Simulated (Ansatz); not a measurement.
Here is the system:

C:
```yaml
crystal:
  lattice:
    - [2.32525, 4.58049, 0.00000]
    - [-2.32525, 4.58049, 0.00000]
    - [-1.54312, 0.00000, 3.25439]
  atoms:
    - { symbol: C, position: [0.78267, 0.82363, 0.44804] }
    - { symbol: C, position: [0.21733, 0.17637, 0.55196] }
    - { symbol: C, position: [0.82363, 0.78267, 0.05196] }
    - { symbol: C, position: [0.17637, 0.21733, 0.94804] }
    - { symbol: C, position: [0.09032, 0.57183, 0.87676] }
    - { symbol: C, position: [0.90968, 0.42817, 0.12324] }
    - { symbol: C, position: [0.57183, 0.09032, 0.62324] }
    - { symbol: C, position: [0.42817, 0.90968, 0.37676] }
```

This is the r²SCAN-relaxed structure. Cartesian axes are those of the cell as given.

Q: All from r²SCAN in the plane-wave PAW code Ansatz, unless another level is named. Predict the electron effective mass.

A: 0.40, 0.45, 3.0 mₑ (principal values).

Q: Next, the hole effective mass?

A: 0.52, 1.1, 2.8 mₑ (principal values).

Q: Next, the smallest direct gap on the standard path?

A: 1.25 eV.

Q: What about the conduction-band minimum?

A: off the standard path, at k = (0.227, -0.466, -0.419) in fractions of the reciprocal vectors.

Q: What about the valence-band maximum?

A: at Γ.

Space group C2/c. The start of the workflow was typed in or built on a structure type; neither database checked (COD, Materials Project) lists it. It is not the phase usual at ambient conditions (space group No. 194, 227). The cell was relaxed with r²SCAN under the symmetry of its start; its stability against distortions is not shown here. The volume moved by 103 % from the start of the relaxation.

Potentials: the later of the program's two PAW sets.
